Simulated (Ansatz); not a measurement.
AlNi (CsCl type), relaxed with PBEsol (Ansatz, a quantum-chemistry and plane-wave program, plane waves, PAW): a = 2.862 Å, b = 2.862 Å, c = 2.862 Å, α = 90.00°, β = 90.00°, γ = 90.00°.

- ΔH_f (eV/atom): -0.67
- B₀ by P(V) fit (GPa): 173
- K_Hill (GPa): 173
- G_Hill (GPa): 79.2
- Θ_D (K): 529

**Question.** The same phase is relaxed and computed with r²SCAN in the same code. What are the cell and these values now?

**Answer.** a = 2.8633 Å, b = 2.8633 Å, c = 2.8633 Å, α = 90.00°, β = 90.00°, γ = 90.00°.

- ΔH_f (eV/atom) = -0.68
- B₀ by P(V) fit (GPa) = 176
- K_Hill (GPa) = 176
- G_Hill (GPa) = 83.9
- Θ_D (K) = 544

Began spin-polarised and lost the moments: AlNi, CsCl type with PBEsol; AlNi, CsCl type with r²SCAN. All cells were relaxed under the symmetry of their starts (and spin orders); stability against distortions was not tested throughout.

Potentials: the later of the program's two PAW sets.

Ansatz is a plane-wave DFT program.

Formation energies count from the lowest solids of the elements computed at the same level, not from gases.
